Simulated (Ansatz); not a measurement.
Input and command of a plane-wave DFT calculation in Ansatz:

```yaml
crystal:
  lattice:
    - [2.8296822562, 0.0, 0.0]
    - [-1.4148411281, 2.4505767185, 0.0]
    - [0.0, 0.0, 4.67233065]
  atoms:
    - { symbol: Pt, position: [0.6666666667, 0.3333333333, 0.75] }
    - { symbol: Pt, position: [0.3333333333, 0.6666666667, 0.25] }
basis:
  ecutwfc: 500
kpoints:
  mp_grid: { grid: [18, 18, 10] }
hamiltonian:
  xc: r2scan
scf:
  occupations: { method: gaussian, width: 0.15 }
output:
  forces: true
  stress: true
  eigenvalues: true
```

```bash
ansatz run input.yaml --threads 1 --pin off --max-ram 2560MiB --backend cpu --events-out ev --progress --plain --runs-dir out
```

Processor: Intel(R) Xeon(R) Processor @ 2.50GHz (Skylake/Cascade Lake), 1 thread, on a host shared with other jobs.

**Question.** How long does it run, and how much memory does it take?

**Answer.** About 32 s on 1 thread of Intel(R) Xeon(R) Processor @ 2.50GHz (Skylake/Cascade Lake), on a shared host, peak memory 0.52 GiB. It solves 22 bands at 222 k points (the mesh reduced by symmetry) with about 809 plane waves, in 6 SCF iterations.
